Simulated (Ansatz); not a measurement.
ZnSe (zinc blende)

```
CELL_PARAMETERS angstrom
      0.00000     2.86651     2.86651
      2.86651     0.00000     2.86651
      2.86651     2.86651     0.00000
ATOMIC_POSITIONS crystal
  Se 0.75000 0.75000 0.75000
  Zn 0.00000 0.00000 0.00000
```

E(V) scan at fixed shape, V₀ the volume above. Symmetry pins the atoms to their sites.

All values below come from PBE (plane waves to 420 eV, PAW, scalar-relativistic; Ansatz, an electronic-structure program). k mesh 10×10×10 (Γ-centred), Fermi-Dirac smearing 0.05 eV. Compression counts positive. The PAW data are Ansatz's earlier set. ZnSe was relaxed with its symmetry unable to fall.

At one point of the scan the stress tensor (GPa) is:

```
  -1.33     0.00     0.00
   0.00    -1.33     0.00
   0.00     0.00    -1.33
```

**Question.** Which point is it?
A) V/V₀ = 1.025
B) V/V₀ = 1.075
C) V/V₀ = 1.050
D) V/V₀ = 1.100

**Answer.** A, V/V₀ = 1.025

(Under strain, the slope of the energy per volume gives the stress and its curvature an elastic modulus.)
